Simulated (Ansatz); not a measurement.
WC in space group P-6m2 (No. 187; W on 1a, C on 1f) at seven volumes, plane-wave PAW r²SCAN (Ansatz code), shape and atoms relaxed at each. One row is withheld.

```tsv
V (Å³/atom)	P (GPa)
9.477	?
9.790	28.14
10.102	12.97
10.415	-0.01
10.727	-11.12
11.040	-20.64
11.352	-28.77
```

**Question.** Fit the shown pressures and predict the withheld one.

**Answer.** P = (3/2)B₀(x^(7/2) − x^(5/2))[1 + (3/4)(B′ − 4)(x − 1)] with x = (V₀/V)^(2/3). Least squares on the six rows gives V₀ = 10.414 Å³/atom, B₀ = 400 GPa, B′ = 4.19. At V = 9.477, x = 1.0649 and P = 45.97 GPa. The run itself gave 45.92 GPa.

The r²SCAN relaxation kept the symmetry of its start; of distortions, only those at the zone centre were tested. No spin polarisation was allowed. Spin–orbit coupling is left out wherever it is not named.

Potentials: the later of the program's two PAW sets.
